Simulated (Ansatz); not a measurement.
**InF: frozen-core PAW against all-electron methods**

```
CELL_PARAMETERS angstrom
0.00000 3.00449 3.00449
3.00449 0.00000 3.00449
3.00449 3.00449 0.00000
ATOMIC_POSITIONS crystal
In 0.00000 0.00000 0.00000
F 0.25000 0.25000 0.25000
```

Atom numbers follow the list: In1, F2.

The conventional cell has a = 6.009 Å, b = 6.009 Å, c = 6.009 Å, α = 90.00°, β = 90.00°, γ = 90.00°. In (atom 1) is surrounded by 4 F at 2.60 Å. F (atom 2) has 4 In at 2.60 Å as nearest neighbours.

The cell was built from the zincblende type and relaxed in the same program, and has space group F-43m; it needn't be a known or the stable phase.

No spin–orbit coupling, which matters for the heavy atoms here.

Methods: DFT, PBE, PAW with Ansatz's default frozen-core files, scalar-relativistic (Ansatz 0.2.0); DFT, PBE, all-electron PAW with datasets made for the crystal, scalar-relativistic (Ansatz 0.2.0); DFT, PBE, all-electron LAPW, scalar-relativistic (Ansatz 0.2.0).

For PAW: a Γ-centred 13×13×13 k mesh, Fermi–Dirac smearing of 0.05 eV, cutoff 420 eV, no spin polarisation. The crystal-made all-electron datasets (AE datasets) take a cutoff of 240 eV at this cell. LAPW targets a basis error of 0.5 meV/atom. The Ansatz runs share mesh, smearing and spin set-up. Plane-wave (PAW) pressures include the program's estimate of the Pulay term.

Stress and pressure are positive in compression.

Levels count from the top of the valence band.

```tsv
quantity	PAW	AE datasets	LAPW
pressure (GPa)	0.00	0.00	0.00
band gap (eV)	1.847	1.846	1.846
highest filled level at W (eV)	-0.010	-0.010	-0.010
lowest empty level at W (eV)	2.844	2.845	2.845
highest filled level at Γ (eV)	-3.374	-3.374	-3.374
lowest empty level at Γ (eV)	6.404	6.404	6.404
highest filled level at K (eV)	-0.097	-0.097	-0.097
lowest empty level at K (eV)	2.523	2.522	2.522
```

PAW's pressure differs from the LAPW value by about 0.01 GPa or less.
